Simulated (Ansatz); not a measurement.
AlCo (rock salt, Fm-3m), a = b = c = 4.7878 Å, α = β = γ = 90.00°; the cell used has 2 atoms.

This is the PBE-relaxed structure.

Problem. All from plane-wave PAW PBE (Ansatz code), unless another level is named. Predict the density of states at the Fermi level.

Solution. 0.51 states/eV per atom (mean over ±0.08 eV).

Problem. And the formation energy from the elements (no fitted shifts)?

Solution. 24 kJ/mol of atoms.

The start of the workflow was typed in or built on a structure type; neither database checked (COD, Materials Project) lists it. Its standing as an ambient phase is unchecked. The cell was relaxed with PBE under the symmetry of its start; whether a distortion lowers the energy is not shown. The workflow began spin-polarised and lost its moments. Its formation energy is positive at this level, so the cell may be metastable or incomplete. The references are the lowest solids computed at this level, not always the standard phases.

Potentials: the earlier of the program's two PAW sets.
